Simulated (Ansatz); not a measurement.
KF:
Space group Fm-3m (No. 225); a = b = c = 5.4207 Å, α = β = γ = 90.00°

```tsv
atom	site	symmetry	x	y	z
K	4a	m-3m	0.0000	0.0000	0.0000
F	4b	m-3m	0.5000	0.5000	0.5000
```
(The calculation used a cell of 2 atoms; values per cell refer to that cell.)

This is the PBE-relaxed structure.

### Question
All from DFT-PBE in the program Ansatz with PAW potentials, unless another level is named. Give the hole effective mass, band 2 of 3 at the edge.

### Answer
15 along [100], 3.6 along [110], 4.8 along [111] (mₑ).

### Question
Give the electron effective mass.

### Answer
0.55 mₑ (isotropic).

### Question
What about the valence-band maximum?

### Answer
at Γ.

Symmetry was held in the PBE relaxation.

Potentials: the later of the program's two PAW sets.

Edges and masses are those of Kohn–Sham bands, whose gap is no quasiparticle gap.
